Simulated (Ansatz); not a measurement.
This cell of CoSi2 (fluorite type, space group Fm-3m) is off equilibrium:

```
CoSi2
1.0
    0.00000     2.68017     2.68017
    2.68017     0.00000     2.68017
    2.68017     2.68017     0.00000
Co Si
1 2
Direct
  0.99142   0.99142   0.00858
  0.25000   0.25000   0.25000
  0.75000   0.75000   0.75000
```

These are PBE (plane waves to 420 eV, PAW, scalar-relativistic; Ansatz, a first-principles code) values and carry that method's errors. k mesh 12×12×12 (Γ-centred), Fermi-Dirac smearing 0.05 eV. The energy includes the smearing's −TS. Compression counts positive. With partly filled bands, energies and forces of such displacements shift with the k mesh and the smearing. CoSi2 is run without spin polarisation. CoSi2 was relaxed with its symmetry unable to fall. The PAW data are Ansatz's earlier set.

### Question
What forces act on the atoms (eV/Å, Cartesian)?

### Answer
```csv
atom,Fx,Fy,Fz
Co1,0.000,0.000,0.532
Si2,0.000,0.000,-0.266
Si3,0.000,0.000,-0.266
```

### Question
In it atom 1 sits (0.000, 0.000, -0.046) Å away from its relaxed site. What is its energy relative to the relaxed cell?

### Answer
12 meV/cell.

(For displaced atoms, the force is minus the slope of the energy, and its curvature is a force constant, which sets phonon frequencies.)
